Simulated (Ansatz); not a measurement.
CoSi2:
```
CELL_PARAMETERS angstrom
      0.00000     2.65730     2.65730
      2.65730     0.00000     2.65730
      2.65730     2.65730     0.00000
ATOMIC_POSITIONS crystal
  Co 0.00000 0.00000 0.00000
  Si 0.75000 0.75000 0.75000
  Si 0.25000 0.25000 0.25000
```

Relaxed with DFT-r²SCAN in the program Ansatz with PAW potentials. Indices refer to the conventional cell of Fm-3m, a = b = c = 5.3146 Å, α = β = γ = 90.00°.

**Question.** Simulate the powder diffraction pattern (neutron, λ = 1.5401 Å; lines above 1 %) up to 2θ = 90°.

**Answer.** Simulated powder pattern, neutron, λ = 1.5401 Å (kinematic, ideal powder, no thermal factors, coherent scattering alone; the 30 strongest lines at most, above 1 %, up to 2θ = 90°):

```tsv
2θ (°)	d (Å)	I/Imax (%)	hkl
29.07	3.068	8.9	(111)
33.69	2.657	28	(200)
48.39	1.879	100	(220)
57.44	1.602	8.1	(311)
60.25	1.534	14	(222)
70.84	1.329	28	(400)
78.33	1.219	5.3	(331)
80.78	1.188	28	(420)
```

The cell was relaxed with r²SCAN under the symmetry of its start. No spin polarisation was allowed.

Potentials: the earlier of the program's two PAW sets.
